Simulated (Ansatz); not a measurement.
## Ca₃BiP: what the electron mass says about interband coupling

The calculation used DFT r2SCAN, scalar-relativistic, plane waves, PAW (Ansatz).

Settings: cutoff 500 eV, Γ-centred mesh 6×6×6 on the computed 5-atom cell, Gaussian smearing of 0.02 eV; no spin polarisation.

Relaxed cell: Pm-3m, a = 5.407 Å, b = 5.407 Å, c = 5.407 Å, α = 90.00°, β = 90.00°, γ = 90.00°, 5 atoms in the primitive cell. Whether it is the stable form of this composition wasn't checked.

The direct gap at Γ is 0.639 eV, and at Γ the conduction band has a mass of 0.0692 mₑ and the lightest hole 0.0548 mₑ, both along x.

Q: Use two-band k·p theory to get the Kane energy. As an exercise, what mass follows if the true gap is 1.5 times the computed one (semilocal functionals can miss by more, threefold or worse in zinc and cadmium oxides)?

A: Coupling to the valence top alone gives mₑ/m* = 1 + E_P/E_g, so E_P = E_g (mₑ/m* − 1) = 0.639 × (14.45 − 1) = 8.6 eV. The light hole is the mirror band, mₑ/mₗₕ = E_P/E_g − 1, and gives 12.3 eV; the spread shows what other bands add. Fits to experiment give about 15 to 31 eV for common tetrahedral semiconductors; the figure from the electron is a net one, lowered by higher conduction bands, and semilocal functionals tend to give less. The masses are differences over ±0.02 1/Å, where the band is already less curved, so E_P is about 3 % low. With E_P fixed and E_g = 0.96 eV the mass becomes 0.1 mₑ: in this model the mass grows with the gap, in proportion where E_P ≫ E_g, which is why functionals that close gaps give light electrons. A correction that opens the gap also strengthens the coupling, so the true mass usually rises less. Remote bands and spin-orbit splitting are left out of the model.

Spin-orbit coupling is left out, which matters for the bands of heavy elements.